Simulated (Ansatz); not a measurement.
Sheets of one type (M2XT2 MXene (fcc sites)-type), plane-wave PAW PBE (Ansatz code); HSE06 gaps on those cells.

| layer | a (Å) | thickness (Å) |
|---|---|---|
| Nb2H2NO2 | 2.959 | 7.60 |
| Sc2H2NO2 | … | … |
| Mo2H2NO2 | 2.828 | 7.72 |
| W2H2NO2 | 2.812 | 7.89 |
| Ta2H2NO2 | 2.928 | 7.73 |

### Question
Complete the blanks.

### Answer

- Sc2H2NO2, a (Å): 3.221
- Sc2H2NO2, thickness (Å): 6.86

Began spin-polarised and lost the moments: Nb2H2NO2, M2XT2 MXene (fcc sites)-type layer; Sc2H2NO2, M2XT2 MXene (fcc sites)-type layer; Mo2H2NO2, M2XT2 MXene (fcc sites)-type layer; W2H2NO2, M2XT2 MXene (fcc sites)-type layer; Ta2H2NO2, M2XT2 MXene (fcc sites)-type layer. All cells were relaxed under the symmetry of their starts (and spin orders); stability against distortions was not tested throughout. No Hubbard U is applied. Scalar-relativistic: spin–orbit coupling is off unless named, which matters more the heavier the elements. Constructed layers (a layer type filled with these elements): Nb2H2NO2, M2XT2 MXene (fcc sites)-type layer; Sc2H2NO2, M2XT2 MXene (fcc sites)-type layer; Mo2H2NO2, M2XT2 MXene (fcc sites)-type layer; W2H2NO2, M2XT2 MXene (fcc sites)-type layer; Ta2H2NO2, M2XT2 MXene (fcc sites)-type layer.

Potentials: the later of the program's two PAW sets.
